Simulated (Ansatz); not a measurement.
Rb$_{2}$CuSbCl$_{6}$:
```
Rb2CuSbCl6
1.0
    0.00000     5.00799     5.00799
    5.00799     0.00000     5.00799
    5.00799     5.00799     0.00000
Rb Cu Sb Cl
2 1 1 6
Direct
  0.75000   0.75000   0.75000
  0.25000   0.25000   0.25000
  0.50000   0.50000   0.50000
  0.00000   0.00000   0.00000
  0.73848   0.26152   0.26152
  0.26152   0.73848   0.73848
  0.26152   0.73848   0.26152
  0.73848   0.26152   0.73848
  0.26152   0.26152   0.73848
  0.73848   0.73848   0.26152
```

Relaxed with LDA. Special points in fractions of this cell's reciprocal vectors: Γ (0.000, 0.000, 0.000); X (0.500, 0.000, 0.500); U (0.625, 0.250, 0.625); K (0.375, 0.375, 0.750); L (0.500, 0.500, 0.500); W (0.500, 0.250, 0.750).

### Question
List the band energies nearest the valence-band maximum at these points for LDA in the plane-wave PAW code Ansatz.

### Answer
In eV from the valence-band maximum; about four levels below and three above (degenerate sets whole), none deeper than 8.9 eV; points with the same levels are listed once.

```tsv
k	below	above
Γ	-1.89 -1.89 -1.89 -0.80 -0.80	1.26 1.26 1.26
X	-1.70 -1.70 -0.81 0.00	1.87 1.87 2.30
U	-1.73 -1.72 -1.16 -0.29	1.57 2.20 2.46
L	-1.82 -1.82 -1.44 -1.44	0.50 2.89 2.89
W	-1.80 -1.80 -1.70 -1.35 -0.13	1.97 2.12 2.12
```

Space group Fm-3m. The first step of the workflow began from a Materials Project structure, measured or hypothetical; the Crystallography Open Database copy checked does not list it. Whether it is the stable phase at ambient conditions was not checked. Symmetry was held in the LDA relaxation; phonons on a q-mesh show weakly imaginary modes. The run is not spin-polarised. Spin–orbit coupling is left out wherever it is not named.

Potentials: the later of the program's two PAW sets.
